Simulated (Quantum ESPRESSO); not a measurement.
pw.x input (Quantum ESPRESSO 7.5; LDA, PseudoDojo standard norm-conserving files, scalar-relativistic):

```
&CONTROL
  calculation = 'scf'
  pseudo_dir = './pseudo'
  outdir = './out'
  tprnfor = .true.
  tstress = .true.
/
&SYSTEM
  ibrav = 0
  nat = 4
  ntyp = 2
  ecutwfc = 80.0
  ecutrho = 320.0
  occupations = 'smearing'
  smearing = 'fd'
  degauss = 0.005
  nbnd = 20
/
&ELECTRONS
  conv_thr = 4e-10
/
ATOMIC_SPECIES
Li 6.9400 Li.upf
Ga 69.7230 Ga.upf
CELL_PARAMETERS angstrom
  0.000000000000   3.080915000000   3.080915000000
  3.080915000000   0.000000000000   3.080915000000
  3.080915000000   3.080915000000   0.000000000000
ATOMIC_POSITIONS crystal
Li   0.500000000000   0.500000000000   0.500000000000
Li   0.750000000000   0.750000000000   0.750000000000
Ga   0.000000000000   0.000000000000   0.000000000000
Ga   0.250000000000   0.250000000000   0.250000000000
K_POINTS automatic
12 12 12 0 0 0
```

End of the output:

```

[...]
     the Fermi energy is     8.9544 ev
!    total energy              =    -334.03138894 Ry
     estimated scf accuracy    <          2.4E-11 Ry
     smearing contrib. (-TS)   =      -0.00069815 Ry
     internal energy E=F+TS    =    -334.03069079 Ry
     The total energy is F=E-TS. E is the sum of the following terms:
     one-electron contribution =    -154.38764480 Ry
     hartree contribution      =      99.12913846 Ry
     xc contribution           =     -88.73715139 Ry
     ewald contribution        =    -190.03503307 Ry
     convergence has been achieved in   9 iterations
     Forces acting on atoms (cartesian axes, Ry/au):
     atom    1 type  1   force =     0.00000000   -0.00000000   -0.00000000
     atom    2 type  1   force =     0.00000000    0.00000000    0.00000000
     atom    3 type  2   force =     0.00000000   -0.00000000   -0.00000000
     atom    4 type  2   force =    -0.00000000    0.00000000    0.00000000
     Total force =     0.000000     Total SCF correction =     0.000000
     Computing stress (Cartesian axis) and pressure
          total   stress  (Ry/bohr**3)                   (kbar)     P=      -25.98
  -0.00017664   0.00000000   0.00000000          -25.98        0.00        0.00
   0.00000000  -0.00017664   0.00000000            0.00      -25.98        0.00
   0.00000000   0.00000000  -0.00017664            0.00        0.00      -25.98
```

Spin-orbit coupling is not included.

Geometry of the Materials Project entry, not relaxed at this level.
